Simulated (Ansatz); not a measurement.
TaAs:
```
TaAs
1.0
    3.41430     0.00000     0.00000
   -1.70715     2.95687     0.00000
    0.00000     0.00000     3.48305
Ta As
1 1
Cartesian
  0.00000   0.00000   0.00000
  1.70715   0.98562   1.74152
```

Relaxed with PBE. Special points in fractions of this cell's reciprocal vectors: Γ (0.000, 0.000, 0.000); M (0.500, 0.000, 0.000); K (0.333, 0.333, 0.000); A (0.000, 0.000, 0.500); L (0.500, 0.000, 0.500); H (0.333, 0.333, 0.500).

### Question
List the band energies nearest the Fermi level at these points for DFT-PBE in the program Ansatz with PAW potentials.

### Answer
In eV from the Fermi level; about four levels below and three above (degenerate sets whole), none deeper than 8.9 eV; points with the same levels are listed once.

| k | below | above |
|---|---|---|
| Γ | -2.87 -2.07 -2.07 -0.86 | 1.76 1.76 4.14 |
| M | -6.70 -3.08 -2.33 -0.70 | 1.13 3.16 3.53 |
| K | -6.06 -4.46 -2.92 -0.07 | 1.16 1.70 1.74 |
| A | -1.27 -1.27 -0.19 -0.19 | 2.09 3.78 3.78 |
| L | -5.33 -4.77 -3.17 -0.80 | 2.95 3.06 3.88 |
| H | -5.60 -4.86 -2.99 -0.54 | 2.57 3.04 4.00 |

Space group P-6m2. The cell is a constructed one: a structure type filled with these elements; neither database checked (COD, Materials Project) lists it. It is not the phase usual at ambient conditions (space group No. 109). The PBE relaxation kept the symmetry of its start; its stability against distortions is not shown here. The run is not spin-polarised. Scalar-relativistic: spin–orbit coupling is off unless named, which matters more the heavier the elements.

Potentials: the later of the program's two PAW sets.
